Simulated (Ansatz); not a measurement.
The calculation used DFT PBE, scalar-relativistic, plane waves, PAW (Ansatz 0.2.0). Settings: cutoff 420 eV, Γ-centred meshes spaced at most about 0.3 Å⁻¹, and about 0.25 Å⁻¹ or finer for metals (2π included), Gaussian smearing. No spin polarisation in the final relaxations.

Temperature and zero-point effects are left out.

Two forms of AlTlS3 were relaxed alike.

A.

Space group R-3m:H (No. 166). a = 6.557 Å, b = 6.557 Å, c = 8.705 Å, α = 90.00°, β = 90.00°, γ = 120.00°
```
atom  site  symmetry       x       y       z
  Al    3b       -3m  0.3333  0.6667  0.1667
  Tl    3a       -3m  0.0000  0.0000  0.0000
   S    9e      .2/m  0.1667  0.3333  0.3333
```

B.

Space group P3m1 (No. 156). a = 3.714 Å, b = 3.714 Å, c = 10.097 Å, α = 90.00°, β = 90.00°, γ = 120.00°
| atom | site | symmetry | x | y | z |
| --- | --- | --- | --- | --- | --- |
| Al | 1a | 3m. | 0.0000 | 0.0000 | 0.1781 |
| Tl | 1c | 3m. | 0.6667 | 0.3333 | 0.8279 |
| S | 1b | 3m. | 0.3333 | 0.6667 | 0.0235 |
| S | 1c | 3m. | 0.6667 | 0.3333 | 0.2825 |
| S | 1a | 3m. | 0.0000 | 0.0000 | 0.6880 |

Question: Which would you expect to be lower, and how large is the difference?

Answer: B is lower, by 211 meV/atom. A has space group R-3m (No. 166), 21.6 Å³/atom and no gap on its mesh; B has space group P3m1 (No. 156), 24.1 Å³/atom and a gap of 0.42 eV. Counting S atoms around Al and Tl (those within 1.25 times the shortest such distance or 1.15 times the sum of covalent radii; a plus sign parts nearer from farther groups; the shortest distance is added where it is long for a bond), A has Al 6, Tl 12 from 3.3 Å and B has Al 3+3, Tl 3+3. In A, Al has 6 S at 2.38 Å; around Tl lie 12 S at 3.28–3.46 Å; S has 2 Al at 2.38 Å, 4 Tl at 3.28–3.46 Å and 8 S at 3.28–3.46 Å. In B, Al is surrounded by 3 S at 2.39 Å and 3 S at 2.65 Å; Tl is surrounded by 3 S at 2.57 Å and 3 S at 2.91 Å; S on its first site is surrounded by 3 Al at 2.65 Å and 3 Tl at 2.91 Å; 2 more sites not described. Both come from invented guesses.

Weakly bound directions are ill-defined at this level, which has no dispersion term (P3m1), and this can change margins and order among such cells. Spin–orbit coupling, which can matter for Tl, is left out. Kohn–Sham gaps at this level usually fall short of measured ones. The missing spin–orbit coupling can work the other way here. Cells relaxed within their symmetry can be saddle points; a later kick test found a lower structure for AlTlS3 P3m1.
